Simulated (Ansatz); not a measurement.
**ScHg: energy along a strain**

ScHg, Pm-3m, a = 3.480 Å (as given, not relaxed at this level: -4.1 GPa). The structure is a COD entry; whether it is the stable form wasn't checked. Ansatz: LDA, PAW, 420 eV, Γ-centred 14×14×14 mesh on 2 atoms, Gaussian smearing 0.15 eV; no spin polarisation. Cell vectors (Å): 3.480 0.000 0.000; 0.000 3.480 0.000; 0.000 0.000 3.480. The cell is strained by x per cent times the pattern (0 0 1 0 0 0) in the order xx yy zz yz xz xy (engineering shears), with fractional coordinates held. y is the free energy over the start, V0 = 21.072 Å³/atom.

| x (%) | y (meV/atom) |
| --- | --- |
| -2.00 | -8.02 |
| -1.00 | -4.69 |
| 0.00 | 0.00 |
| 0.50 | 2.82 |
| 1.50 | ? |
| 2.00 | 13.13 |

Task: Fit y = c1 x + c2 x² + c3 x³ to the other rows, get the stiffness along the pattern, and predict the missing energy.

Result: Least squares on the rows shown. y = 5.337 x + 0.6386 x² − 0.01230 x³. The clamped-ion stiffness p·C·p = 2 × 6.386 eV × 160.2 / 21.072 Å³ = 97 GPa, which is C33 in these axes (C11 of the cubic crystal) (second derivative at the start, which stands under stress). At x = 1.50 the fit asked for gives 9.40 meV/atom. The run gave 9.40 meV/atom, the same to the digits shown.

Spin–orbit coupling is left out, which can shift energies with elements as heavy as these.